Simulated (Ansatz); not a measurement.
This cell of MgO (rock salt) is off equilibrium:

```yaml
crystal:
  lattice:
    - [0.00000, 4.25375, 4.25375]
    - [2.12687, 0.00000, 2.12687]
    - [2.12687, 2.12687, 0.00000]
  atoms:
    - { symbol: O, position: [0.00000, 0.00000, 0.00000] }
    - { symbol: O, position: [0.50000, 0.00000, 0.00000] }
    - { symbol: Mg, position: [0.37460, 0.50000, 0.25081] }
    - { symbol: Mg, position: [0.75000, 0.50000, 0.50000] }
```

Calculation: PBE (plane waves to 420 eV, PAW, scalar-relativistic; Ansatz, a program for electronic structure). k mesh 11×11×11 (Γ-centred), Fermi-Dirac smearing 0.05 eV. The energy includes the smearing's −TS. Stress and pressure are positive under compression. MgO was relaxed with its symmetry unable to fall.

**Question.** Predict the force on every atom, in eV/Å.

**Answer.** 
| atom | Fx | Fy | Fz |
|---|---|---|---|
| O1 | 0.454 | -0.373 | -0.454 |
| O2 | -3.855 | -0.015 | 3.855 |
| Mg3 | 7.566 | -2.593 | -7.566 |
| Mg4 | -4.165 | 2.981 | 4.165 |

**Question.** What is the stress tensor (GPa)?

**Answer.** 
```
   44.4      6.3     16.2
    6.3     -1.1     -6.3
   16.2     -6.3     44.4
```
The pressure, a third of the trace, is 29.2 GPa.

**Question.** In it atom 3 sits (-0.530, 0.000, 0.530) Å away from its relaxed site. What is its energy relative to the relaxed cell?

**Answer.** 3712 meV/cell.

(A displaced cell: forces are minus the slopes of the energy, force constants its curvatures, and phonons follow from these.)
